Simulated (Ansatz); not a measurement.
PbAu₂ (cubic Laves (MgCu2 type), Fd-3m) under volume change, DFT-PBEsol in the program Ansatz with PAW potentials, scaled uniformly.

| V (Å³/atom) | E − E(relaxed) (meV/atom) | P (GPa) |
|---|---|---|
| 19.084 | 68.6 | 12.91 |
| 19.713 | 28.4 | 7.74 |
| 20.342 | 6.6 | 3.49 |
| 20.971 | 0.0 | 0.00 |
| 21.600 | 5.8 | -2.88 |
| 22.229 | ___ | ___ |
| 22.858 | ___ | ___ |

Question: What belongs in the gaps?

Answer: 
- 22.858, E − E(relaxed) (meV/atom): 46.4
- 22.858, P (GPa): -7.18
- 22.229, E − E(relaxed) (meV/atom): 21.9
- 22.229, P (GPa): -5.24

Question: What does a third-order Birch–Murnaghan fit give for V₀, B₀ and B′?

Answer: V₀ = 20.97 Å³/atom, B₀ = 106 GPa, B′ = 5.5.

The first step of the workflow began from a Materials Project structure, measured or hypothetical; the Crystallography Open Database files this formula in space group No. 227, but the cells were not matched. Its standing as an ambient phase is unchecked. The PBEsol relaxation kept the symmetry of its start; phonons show weakly imaginary modes. Spin–orbit coupling is left out wherever it is not named.

Potentials: the later of the program's two PAW sets.
